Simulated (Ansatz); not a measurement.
ZnSnN₂:
```
CELL_PARAMETERS angstrom
      1.58370     0.91435     5.15018
     -1.58370     0.91435     5.15018
      0.00000    -1.82870     5.15018
ATOMIC_POSITIONS crystal
  Zn 0.00000 0.00000 0.00000
  Sn 0.50000 0.50000 0.50000
  N  0.75355 0.75355 0.75355
  N  0.24645 0.24645 0.24645
```

Relaxed with r²SCAN. The program Ansatz at the r²SCAN level (PAW) gives a gap of 1.19 eV.

**Question.** What gap does HSE06 give on the same cell (Ansatz, PAW)?

**Answer.** 1.90 eV, 0.71 eV more. The hybrid was solved on a coarser mesh and at special points; the gap given is the minimum over both.

```tsv
k	v1 r²SCAN	c1 r²SCAN	v1 HSE06	c1 HSE06
Γ	-0.19	1.19	-0.19	1.90
T	-0.61	3.67	___	___
L	-1.36	3.65	___	___
F	-0.04	1.28	___	___
S0	-1.37	4.37	___	___
H0	-1.47	4.54	-1.55	5.35
```

**Question.** Top valence (v1) and lowest conduction level (c1) in eV from each method's valence maximum (which need not be a listed point): supply the withheld HSE06 values.

**Answer.** 
- T, v1 HSE06: -0.54
- T, c1 HSE06: 4.42
- L, v1 HSE06: -1.35
- L, c1 HSE06: 4.41
- F, v1 HSE06: -0.06
- F, c1 HSE06: 2.02
- S0, v1 HSE06: -1.45
- S0, c1 HSE06: 5.18

Cost on shared cores: the r²SCAN run (SCF on a 10×10×10 mesh, then bands and DOS) around 80 core-seconds (rough), the HSE06 run (SCF on 8×8×8, then a few points) very roughly 14 core-minutes; the tasks are unlike.

Space group R-3m. The start of the workflow was typed in or built on a structure type; neither database checked (COD, Materials Project) lists it. Its standing as an ambient phase is unchecked. Symmetry was held in the r²SCAN relaxation; whether a distortion lowers the energy is not shown. Its formation energy is positive at this level, so the cell may be metastable or incomplete. Spin–orbit coupling is left out wherever it is not named.

Potentials: the later of the program's two PAW sets.
